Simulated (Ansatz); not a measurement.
An Ansatz input:

```yaml
crystal:
  lattice:
    - [-3.2580420892, 2.8460387532, 1.3743600625]
    - [2.8460387532, -3.2580420892, 1.3743600625]
    - [2.3745602247, 2.3745602247, -2.1289449269]
  atoms:
    - { symbol: Al, position: [0.9887898961, 0.0112101039, 1.0] }
    - { symbol: Al, position: [0.7612101039, 0.2387898961, 0.5] }
hamiltonian:
  xc: r2scan
  pseudopotentials:
    kind: paw
    azcp:
      Al: "pseudopotentials/Al.paw.azcp"
basis:
  ecutwfc: 500
  fft_grid_basis: typed
kpoints:
  mp_grid: { grid: [18, 18, 12], shift: [0, 0, 0] }
magnetization:
  spin_polarized: false
scf:
  occupations: { method: fermi_dirac, width: 0.1 }
  lower_state_search: "off"
output:
  stress: true
```

and its output:

```
Engine: ansatz 0.2.0, x86_64-unknown-linux-gnu
Pseudopotentials: kind: paw
Pseudopotential: Al, paw, valence charge 3, recommended cutoff 500 eV (meta_gga) 
Functional definition: r2SCAN
  parameter k0 = 0.174
  parameter k1 = 0.065
  parameter a1 = 4.9479
  exchange = r2scan_x(k0 = k0, k1 = k1, a1 = a1)
  correlation = r2scan_c
Crystal: 2 atoms, lattice volume = 34.487 Å³
Basis set: ecut = 500 eV, 885 PW (Γ), exchange–correlation on 144×144×120 points (64 copies of the dense FFT grid, shifted against one another)
Bands: 7, of which v1, the nominal top of the filled ones, is band 3 counted from 1 (2 counted from 0)
Symmetry: 4 space group operations
Space group: C2/c (ITA 15), of the structure as read, at distance tolerance 3.3e-5 Å
k-points: 1037 of 3888
Non-local potential: Al, projectors of the file, l = 0: 2, l = 1: 2, l = 2: 1
PAW form: soft (Blöchl's): semilocal exchange-correlation on the pseudo side does not see the compensation charge
PAW frozen core: Al, regenerated for the run's functional (the file was generated under x = pbe(κ = 0.804, μ = 0.2195149727645171), c = pbe(β = 0.06672455060314922))
PAW one-centre angular grid: Al, 302 points (default); XC on 160 Gauss nodes
Initial density: superposition of atomic densities (neutral atoms: chi_scale 0, normalization atom), corrected by the library's trained network
Initial wavefunctions: pseudopotential atomic-orbital guess
Functional: x = r2scan, c = r2scan; τ floored in thin density (d = 2e-4 eV/Å³)
SCF iter   1: F=-1080.595766 eV  HF=-1080.579940 eV  |F-HF|=1.58e-2  |Δ(HF+E_count)|=         —  Δρ=2.71e-3  dr2=2.92e-3  dr2_τ=8.31e-3  ethr=1.77e-3  ⟨swp⟩=5.2  Hψ=59515  notcnv=0
SCF iter   2: F=-1080.597271 eV  HF=-1080.597512 eV  |F-HF|=2.41e-4  |Δ(HF+E_count)|=   1.76e-2  Δρ=2.21e-3  dr2=1.88e-3  dr2_τ=8.12e-6  ethr=4.87e-5  ⟨swp⟩=2.0  Hψ=22781  notcnv=0  defer=33
SCF iter   3: F=-1080.597285 eV  HF=-1080.597139 eV  |F-HF|=1.46e-4  |Δ(HF+E_count)|=   3.73e-4  Δρ=3.87e-4  dr2=3.80e-5  dr2_τ=1.72e-6  ethr=3.14e-5  ⟨swp⟩=2.6  Hψ=10288  notcnv=0  defer=33
SCF iter   4: F=-1080.597325 eV  HF=-1080.597307 eV  |F-HF|=1.79e-5  |Δ(HF+E_count)|=   1.68e-4  Δρ=1.41e-4  dr2=5.70e-6  dr2_τ=7.39e-8  ethr=6.33e-7  ⟨swp⟩=2.0  Hψ=10527  notcnv=0  defer=33
SCF iter   5: F=-1080.597331 eV  HF=-1080.597331 eV  |F-HF|=6.49e-8  |Δ(HF+E_count)|=   2.43e-5  Δρ=4.63e-5  dr2=1.43e-6  dr2_τ=4.83e-9  ethr=9.50e-8  ⟨swp⟩=2.0  Hψ=10703  notcnv=0  defer=33
SCF iter   6: F=-1080.597332 eV  HF=-1080.597332 eV  |F-HF|=5.72e-8  |Δ(HF+E_count)|=   9.21e-7  Δρ=1.72e-5  dr2=2.77e-7  dr2_τ=7.78e-10  ethr=2.39e-8  ⟨swp⟩=2.1  Hψ=10411  notcnv=0  defer=33
SCF iter   7: F=-1080.597332 eV  HF=-1080.597332 eV  |F-HF|=2.49e-8  |Δ(HF+E_count)|=   6.59e-8  Δρ=5.04e-6  dr2=1.20e-8  dr2_τ=3.46e-11  ethr=1.67e-9  ⟨swp⟩=4.0  Hψ=20104  notcnv=0
SCF 1 converged in 7 iterations: F = -1080.597332 eV  dr2 = 1.20e-8
SCF converged after 7 iterations
Free energy (F): -1080.597332 eV
Harris-Foulkes:  -1080.597332 eV  (|F-HF|=2.49e-8)
Internal energy: -1080.571364 eV  (E = F + TS)
E sigma→0 (E₀):  -1080.584348 eV
Entropy (-TS):   -0.025968 eV (-12.984 meV/atom)
Fermi energy:    7.468924 eV
--- Per-component energies (eV) ---
  E_band       = 17.001561
  E_kinetic    = 45.553645
  E_local      = 16.180965  (includes V_loc(G=0)·N_el)
  E_nonlocal   = 19.670028
  E_hartree    = 0.843820
  E_xc         = -72.977442
  E_vxc        = -61.639093  (∫ρ·V_xc dr)
  E_paw        = -946.282237  (= ΣΔE_a)
  E_vpaw       = -6.882807  (= ΣTr[D̂ρ^β])
  E_aug_tail   = -0.000002  (compensation charges beyond the density's cutoff)
  E_vtau       = 2.431000  (kinetic-family band-sum trace: ∫τ·v_τ [+ j·A + Jᵃ·Aᵃ] dr)
  E_ewald      = -143.439927
  E_core_change = -0.120216  (= ΣΔE_core)
  E_smearing   = -0.025968  (= −TS)
  E_closure    = 0.000000  (closes the sum)
  Σ components = -1080.597332   (vs F -1080.597332, Δ=0.00e0)
--- Stress (GPa, compression-positive) ---
        0.147132      -0.004638       0.133094
       -0.004638       0.147132       0.133094
        0.133094       0.133094      -0.513437
  P = ⅓ Tr σ = -0.0731 GPa (-0.731 kbar)
```

Command:

```sh
ansatz run input.yaml --threads 1 --pin off --max-ram 3584MiB --backend cpu --events-out ev --progress --plain --runs-dir out
```

On 1 thread of Intel(R) Xeon(R) Platinum 8259CL CPU @ 2.50GHz (Skylake/Cascade Lake) (shared host) this took about 52 s of wall time and 52 s of CPU time.
